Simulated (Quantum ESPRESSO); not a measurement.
## Calculated data, Ga2Sn3Ru2W (simulated cell), Ga3AgMo2W2 (simulated cell), Ga3Cu2MoRuPt (simulated cell)

Calculation on a made-up metal alloy cell, not a measurement, run again with a planted mistake, found by running each candidate: no spin or spin-orbit, unrelaxed, 2900 K smearing, stress positive in tension, cell energy less the intended atoms' offsets; periodic Kohn-Sham density functional theory in plane waves with PseudoDojo standard norm-conserving scalar-relativistic pseudopotentials, each functional with its own files (v0.5 for PBE, v0.4.1 for LDA and PBEsol), eight atoms on drawn sites of a strained close-packed or body-centred lattice, each displaced and held fixed; the energy is the cell's free energy, ions and the entropy term -TS included, at the stated Fermi-Dirac width, less a fixed offset for each atom's element (shifted free energy); compositions with an open d shell lost a parallel starting moment in a cheaper test run, and other magnetic orders were not tried; an error bar is the largest change of its kind in a tighter rerun, never given below 0.002 eV, 0.02 GPa or 0.003 eV/angstrom, and covers cutoff and k-mesh only, not smearing or the files. Program: Quantum ESPRESSO 7.5.

Settings shared by all entries: lattice type face-centred cubic; intended functional pbe; fermi dirac smearing 0.25 eV; intended electrons removed 0; structure shown the intended cell.

Notes on all entries: heavy elements are run without spin-orbit coupling, which real alloys of them have; a spin test at this wide smearing found no moment, but such smearing suppresses magnetism that the real alloy may have; another functional or element uses other pseudopotential files, so its energy jump is mostly a change of zero; lattice, volume and sites are drawn at random and may be unstable or far from any real phase; energies are for the whole cell, less offsets fitted to these runs, so they are not formation energies.

(1) Ga2Sn3Ru2W (simulated cell)

```
Ga2Sn3Ru2W
1.0
      2.0506     4.1011     2.0506
      0.0000     4.1011    -4.1011
     -4.1011     4.1011     0.0000
Sn Ru Ga Sn W Sn Ga Ru
1 1 1 1 1 1 1 1
Direct
  0.02430 -0.00158 -0.02416
  -0.01787 0.00391 0.48566
  0.00062 0.50354 0.02160
  -0.00268 0.51857 0.51779
  0.50393 0.26026 0.25258
  0.50943 0.27574 0.75881
  0.46405 0.75796 0.25929
  0.50539 0.75006 0.74630
```

- cutoff: 1143 eV
- healthy entropy term negative ts: -1.289 eV
- healthy pressure: 7.94 GPa
- healthy stress xx: -7.39 GPa
- healthy stress yy: -9.8 GPa
- healthy stress zz: -6.64 GPa
- healthy stress yz: -4.25 GPa
- healthy stress xz: 3.24 GPa
- healthy stress xy: -5.89 GPa
- faulty entropy term negative ts: -1.377 eV
- faulty pressure: 0.66 GPa
- faulty stress xx: -0.26 GPa
- faulty stress yy: -2.31 GPa
- faulty stress zz: 0.6 GPa
- faulty stress yz: -3.68 GPa
- faulty stress xz: 2.76 GPa
- faulty stress xy: -5.05 GPa
- candidate first exchanged site: 6
- candidate second exchanged site: 8
- candidate length scale change: 1.72 percent
- candidate functional: lda
- candidate wrong element site: 6
- candidate wrong element: Al
- candidate misplaced site: 5
- candidate misplaced along: x
- candidate misplaced by: -0.15 Å
- k mesh: 5 x 5 x 5 shifted half a step off Gamma on each axis
- healthy shifted free energy: 1.745 eV
- faulty shifted free energy: 1.559 eV
- fault kind: cell scaled (length scale change 1.72 percent)

Atoms:
```tsv
atoms element	atom site	atom energy offset (eV)
Sn	1	-2144.16
Ru	2	-2750.51
Ga	3	-2081.03
Sn	4	-2144.16
W	5	-2063.48
Sn	6	-2144.16
Ga	7	-2081.03
Ru	8	-2750.51
```

Healthy forces:
```tsv
site	x (eV/Å)	y (eV/Å)	z (eV/Å)
1	-0.611	-0.338	0.234
2	0.765	0.585	-0.587
3	-0.422	-0.37	-0.209
4	0.676	-0.306	-0.433
5	-0.739	0.398	0.354
6	0.3	-0.957	0.951
7	0.33	0.985	-0.091
8	-0.299	0.003	-0.219
```

Faulty forces:
```tsv
site	x (eV/Å)	y (eV/Å)	z (eV/Å)
1	-0.475	-0.295	0.221
2	0.684	0.343	-0.57
3	-0.407	-0.328	-0.131
4	0.554	-0.187	-0.452
5	-0.634	0.405	0.37
6	0.274	-0.746	0.81
7	0.199	0.84	-0.125
8	-0.194	-0.03	-0.123
```

Candidate mistake: atoms exchanged, cell scaled, wrong functional, wrong element, atom misplaced

Notes: the tin pseudopotential is less sure than most, with forces differing by about three percent from a second method on plain tin; error bars of the healthy run: energy 0.0029 eV, stress 0.03 GPa, force 0.0075 eV/Å, from a tighter rerun of this or a related cell; largest difference from healthy 248 error bars; largest difference from nearest other mistake 258 error bars.

(2) Ga2Sn3Ru2W (simulated cell)

Structure as in entry 1.

- cutoff: 1143 eV
- healthy entropy term negative ts: -1.289 eV
- healthy pressure: 7.94 GPa
- healthy stress xx: -7.39 GPa
- healthy stress yy: -9.8 GPa
- healthy stress zz: -6.64 GPa
- healthy stress yz: -4.25 GPa
- healthy stress xz: 3.24 GPa
- healthy stress xy: -5.89 GPa
- faulty entropy term negative ts: -1.302 eV
- faulty pressure: -1.81 GPa
- faulty stress xx: 2.3 GPa
- faulty stress yy: -0.08 GPa
- faulty stress zz: 3.21 GPa
- faulty stress yz: -4.15 GPa
- faulty stress xz: 3.12 GPa
- faulty stress xy: -5.69 GPa
- candidate first exchanged site: 6
- candidate second exchanged site: 8
- candidate length scale change: 1.72 percent
- candidate functional: lda
- candidate wrong element site: 6
- candidate wrong element: Al
- candidate misplaced site: 5
- candidate misplaced along: x
- candidate misplaced by: -0.15 Å
- k mesh: 5 x 5 x 5 shifted half a step off Gamma on each axis
- healthy shifted free energy: 1.745 eV
- faulty shifted free energy: 21.285 eV
- fault kind: wrong functional (functional lda)

Atoms:
```tsv
atoms element	atom site	atom energy offset (eV)
Sn	1	-2144.16
Ru	2	-2750.51
Ga	3	-2081.03
Sn	4	-2144.16
W	5	-2063.48
Sn	6	-2144.16
Ga	7	-2081.03
Ru	8	-2750.51
```

Healthy forces:
```tsv
site	x (eV/Å)	y (eV/Å)	z (eV/Å)
1	-0.611	-0.338	0.234
2	0.765	0.585	-0.587
3	-0.422	-0.37	-0.209
4	0.676	-0.306	-0.433
5	-0.739	0.398	0.354
6	0.3	-0.957	0.951
7	0.33	0.985	-0.091
8	-0.299	0.003	-0.219
```

Faulty forces:
```tsv
site	x (eV/Å)	y (eV/Å)	z (eV/Å)
1	-0.497	-0.319	0.281
2	0.749	0.407	-0.577
3	-0.424	-0.333	-0.16
4	0.6	-0.187	-0.483
5	-0.699	0.425	0.379
6	0.306	-0.803	0.865
7	0.178	0.861	-0.156
8	-0.213	-0.051	-0.148
```

Candidate mistake: atoms exchanged, cell scaled, wrong functional, wrong element, atom misplaced

Notes: the tin pseudopotential is less sure than most, with forces differing by about three percent from a second method on plain tin; error bars of the healthy run: energy 0.0029 eV, stress 0.03 GPa, force 0.0075 eV/Å, from a tighter rerun of this or a related cell; largest difference from healthy 6649 error bars; largest difference from nearest other mistake 6670 error bars.

(3) Ga3AgMo2W2 (simulated cell)

```
Ga3AgMo2W2
1.0
      0.0158    -2.0414    -2.0724
      0.0334     4.0456    -4.1076
      8.2267     0.0018    -0.0651
Ag Ga W Ga Mo W
1 2 1 1 2 1
Direct
  -0.05020 0.01189 0.00588
  0.02937 0.02350 0.49192
  0.00468 0.50217 -0.00607
  0.02936 0.49557 0.48489
  0.50875 0.24929 0.25346
  0.52357 0.27513 0.74550
  0.53356 0.73111 0.23585
  0.45104 0.78209 0.74613
```

- cutoff: 1116 eV
- healthy entropy term negative ts: -1.416 eV
- healthy pressure: -10.08 GPa
- healthy stress xx: 6.78 GPa
- healthy stress yy: 11.32 GPa
- healthy stress zz: 12.13 GPa
- healthy stress yz: -0.22 GPa
- healthy stress xz: -3.45 GPa
- healthy stress xy: 2.78 GPa
- faulty entropy term negative ts: -1.39 eV
- faulty pressure: -7.93 GPa
- faulty stress xx: 4.55 GPa
- faulty stress yy: 9.2 GPa
- faulty stress zz: 10.05 GPa
- faulty stress yz: -0.22 GPa
- faulty stress xz: -3.64 GPa
- faulty stress xy: 2.91 GPa
- candidate first exchanged site: 7
- candidate second exchanged site: 8
- candidate length scale change: -0.54 percent
- candidate functional: pbesol
- candidate wrong element site: 4
- candidate wrong element: Ta
- candidate misplaced site: 3
- candidate misplaced along: y
- candidate misplaced by: -0.23 Å
- k mesh: 8 x 4 x 3 shifted half a step off Gamma on each axis
- healthy shifted free energy: 0.428 eV
- faulty shifted free energy: 0.304 eV
- fault kind: cell scaled (length scale change -0.54 percent)

Atoms:
```tsv
atoms element	atom site	atom energy offset (eV)
Ag	1	-4218.03
Ga	2	-2081.03
Ga	3	-2081.03
W	4	-2063.48
Ga	5	-2081.03
Mo	6	-1911.95
Mo	7	-1911.95
W	8	-2063.48
```

Healthy forces:
```tsv
site	x (eV/Å)	y (eV/Å)	z (eV/Å)
1	-0.272	-0.068	-0.568
2	0.52	-0.615	0.787
3	-0.549	0.357	-0.4
4	0.898	1.113	-1.065
5	-0.155	-0.312	0.158
6	-0.628	-0.111	0.137
7	0.981	-0.013	0.523
8	-0.794	-0.351	0.427
```

Faulty forces:
```tsv
site	x (eV/Å)	y (eV/Å)	z (eV/Å)
1	-0.258	-0.06	-0.616
2	0.498	-0.643	0.834
3	-0.546	0.349	-0.398
4	0.918	1.166	-1.1
5	-0.199	-0.342	0.184
6	-0.606	-0.131	0.155
7	0.981	0.04	0.503
8	-0.789	-0.38	0.438
```

Candidate mistake: atoms exchanged, cell scaled, wrong functional, wrong element, atom misplaced

Notes: error bars of the healthy run: energy 0.009 eV, stress 0.093 GPa, force 0.0087 eV/Å, from a tighter rerun of this or a related cell; largest difference from healthy 24 error bars; largest difference from nearest other mistake 23 error bars.

(4) Ga3AgMo2W2 (simulated cell)

Structure as in entry 3.

* cutoff: 1116 eV
* healthy entropy term negative ts: -1.416 eV
* healthy pressure: -10.08 GPa
* healthy stress xx: 6.78 GPa
* healthy stress yy: 11.32 GPa
* healthy stress zz: 12.13 GPa
* healthy stress yz: -0.22 GPa
* healthy stress xz: -3.45 GPa
* healthy stress xy: 2.78 GPa
* faulty entropy term negative ts: -1.422 eV
* faulty pressure: -6.36 GPa
* faulty stress xx: 3.12 GPa
* faulty stress yy: 7.67 GPa
* faulty stress zz: 8.3 GPa
* faulty stress yz: -0.2 GPa
* faulty stress xz: -3.2 GPa
* faulty stress xy: 2.51 GPa
* candidate first exchanged site: 7
* candidate second exchanged site: 8
* candidate length scale change: -0.54 percent
* candidate functional: pbesol
* candidate wrong element site: 4
* candidate wrong element: Ta
* candidate misplaced site: 3
* candidate misplaced along: y
* candidate misplaced by: -0.23 Å
* k mesh: 8 x 4 x 3 shifted half a step off Gamma on each axis
* healthy shifted free energy: 0.428 eV
* faulty shifted free energy: 292.322 eV
* fault kind: wrong element (wrong element site 4, wrong element Ta)

Atoms:
```tsv
atoms element	atom site	atom energy offset (eV)
Ag	1	-4218.03
Ga	2	-2081.03
Ga	3	-2081.03
W	4	-2063.48
Ga	5	-2081.03
Mo	6	-1911.95
Mo	7	-1911.95
W	8	-2063.48
```

Healthy forces:
```tsv
site	x (eV/Å)	y (eV/Å)	z (eV/Å)
1	-0.272	-0.068	-0.568
2	0.52	-0.615	0.787
3	-0.549	0.357	-0.4
4	0.898	1.113	-1.065
5	-0.155	-0.312	0.158
6	-0.628	-0.111	0.137
7	0.981	-0.013	0.523
8	-0.794	-0.351	0.427
```

Faulty forces:
```tsv
site	x (eV/Å)	y (eV/Å)	z (eV/Å)
1	-0.236	-0.061	-0.588
2	0.516	-0.804	0.974
3	-0.493	0.349	-0.39
4	0.96	1.398	-1.302
5	-0.496	-0.527	0.308
6	-0.315	-0.246	0.244
7	0.531	0.154	0.403
8	-0.468	-0.264	0.351
```

Candidate mistake: atoms exchanged, cell scaled, wrong functional, wrong element, atom misplaced

Notes: error bars of the healthy run: energy 0.009 eV, stress 0.093 GPa, force 0.0087 eV/Å, from a tighter rerun of this or a related cell; largest difference from healthy 32463 error bars; largest difference from nearest other mistake 30823 error bars.

(5) Ga3Cu2MoRuPt (simulated cell)

```
Ga3Cu2MoRuPt
1.0
     -0.0513    -0.0078    -3.8014
      3.8926     0.0114     0.0513
     -0.0229    -7.8140    -0.0155
Cu Ga Cu Pt Ga Ru Mo Ga
1 1 1 1 1 1 1 1
Direct
  -0.00614 0.00487 -0.00128
  -0.00095 0.00353 0.50204
  0.00052 0.50505 0.25422
  0.00548 0.49644 0.74543
  0.50419 -0.00684 0.25411
  0.50503 0.01087 0.75144
  0.49660 0.50997 0.00607
  0.49825 0.49558 0.49430
```

* cutoff: 1252 eV
* healthy entropy term negative ts: -1.133 eV
* healthy pressure: 1.83 GPa
* healthy stress xx: -3.23 GPa
* healthy stress yy: 3.79 GPa
* healthy stress zz: -6.06 GPa
* healthy stress yz: -0.05 GPa
* healthy stress xz: 2.81 GPa
* healthy stress xy: 0.43 GPa
* faulty entropy term negative ts: -1.149 eV
* faulty pressure: 1.8 GPa
* faulty stress xx: -1.54 GPa
* faulty stress yy: 1.45 GPa
* faulty stress zz: -5.3 GPa
* faulty stress yz: 0.04 GPa
* faulty stress xz: 2.62 GPa
* faulty stress xy: 0.25 GPa
* candidate first exchanged site: 2
* candidate second exchanged site: 3
* candidate length scale change: -1.97 percent
* candidate functional: pbesol
* candidate wrong element site: 7
* candidate wrong element: W
* candidate misplaced site: 6
* candidate misplaced along: x
* candidate misplaced by: -0.13 Å
* k mesh: 6 x 6 x 3 shifted half a step off Gamma on each axis
* healthy shifted free energy: -0.147 eV
* faulty shifted free energy: -0.13 eV
* fault kind: atoms exchanged (first exchanged site 2, second exchanged site 3)

Atoms:
```tsv
atoms element	atom site	atom energy offset (eV)
Cu	1	-5159.25
Ga	2	-2081.03
Cu	3	-5159.25
Pt	4	-3554.29
Ga	5	-2081.03
Ru	6	-2750.51
Mo	7	-1911.95
Ga	8	-2081.03
```

Healthy forces:
```tsv
site	x (eV/Å)	y (eV/Å)	z (eV/Å)
1	0.056	-0.105	-0.153
2	-0.171	-0.931	-0.021
3	-0.053	0.147	0.037
4	0.497	-0.324	0.008
5	0.257	1.161	0.056
6	-0.493	-0.749	0.209
7	-0.241	1.41	-0.071
8	0.148	-0.61	-0.065
```

Faulty forces:
```tsv
site	x (eV/Å)	y (eV/Å)	z (eV/Å)
1	0.062	0.43	-0.153
2	-0.117	-0.045	-0.037
3	-0.117	0.563	0.022
4	0.429	-0.268	0.024
5	0.321	0.385	0.061
6	-0.44	-0.884	0.209
7	-0.222	1.368	-0.07
8	0.084	-1.549	-0.056
```

Candidate mistake: atoms exchanged, cell scaled, wrong functional, wrong element, atom misplaced

Notes: the copper pseudopotential is less sure than most, with forces differing by about three percent and pressure by about two GPa from a second method on plain copper; error bars of the healthy run: energy 0.002 eV, stress 0.059 GPa, force 0.011 eV/Å, from a tighter rerun of this or a related cell; largest difference from healthy 84 error bars; largest difference from nearest other mistake 90 error bars.

(6) Ga3Cu2MoRuPt (simulated cell)

Structure as in entry 5.

* cutoff: 1252 eV
* healthy entropy term negative ts: -1.133 eV
* healthy pressure: 1.83 GPa
* healthy stress xx: -3.23 GPa
* healthy stress yy: 3.79 GPa
* healthy stress zz: -6.06 GPa
* healthy stress yz: -0.05 GPa
* healthy stress xz: 2.81 GPa
* healthy stress xy: 0.43 GPa
* faulty entropy term negative ts: -1.05 eV
* faulty pressure: 13.49 GPa
* faulty stress xx: -15.12 GPa
* faulty stress yy: -6.73 GPa
* faulty stress zz: -18.63 GPa
* faulty stress yz: -0.02 GPa
* faulty stress xz: 3.63 GPa
* faulty stress xy: 0.63 GPa
* candidate first exchanged site: 2
* candidate second exchanged site: 3
* candidate length scale change: -1.97 percent
* candidate functional: pbesol
* candidate wrong element site: 7
* candidate wrong element: W
* candidate misplaced site: 6
* candidate misplaced along: x
* candidate misplaced by: -0.13 Å
* k mesh: 6 x 6 x 3 shifted half a step off Gamma on each axis
* healthy shifted free energy: -0.147 eV
* faulty shifted free energy: 0.159 eV
* fault kind: cell scaled (length scale change -1.97 percent)

Atoms:
```tsv
atoms element	atom site	atom energy offset (eV)
Cu	1	-5159.25
Ga	2	-2081.03
Cu	3	-5159.25
Pt	4	-3554.29
Ga	5	-2081.03
Ru	6	-2750.51
Mo	7	-1911.95
Ga	8	-2081.03
```

Healthy forces:
```tsv
site	x (eV/Å)	y (eV/Å)	z (eV/Å)
1	0.056	-0.105	-0.153
2	-0.171	-0.931	-0.021
3	-0.053	0.147	0.037
4	0.497	-0.324	0.008
5	0.257	1.161	0.056
6	-0.493	-0.749	0.209
7	-0.241	1.41	-0.071
8	0.148	-0.61	-0.065
```

Faulty forces:
```tsv
site	x (eV/Å)	y (eV/Å)	z (eV/Å)
1	0.073	-0.305	-0.195
2	-0.214	-0.8	-0.034
3	-0.077	0.018	0.042
4	0.652	-0.2	0.028
5	0.332	1.152	0.072
6	-0.647	-0.682	0.259
7	-0.306	1.282	-0.085
8	0.188	-0.464	-0.087
```

Candidate mistake: atoms exchanged, cell scaled, wrong functional, wrong element, atom misplaced

Notes: the copper pseudopotential is less sure than most, with forces differing by about three percent and pressure by about two GPa from a second method on plain copper; error bars of the healthy run: energy 0.002 eV, stress 0.059 GPa, force 0.011 eV/Å, from a tighter rerun of this or a related cell; largest difference from healthy 214 error bars; largest difference from nearest other mistake 211 error bars.
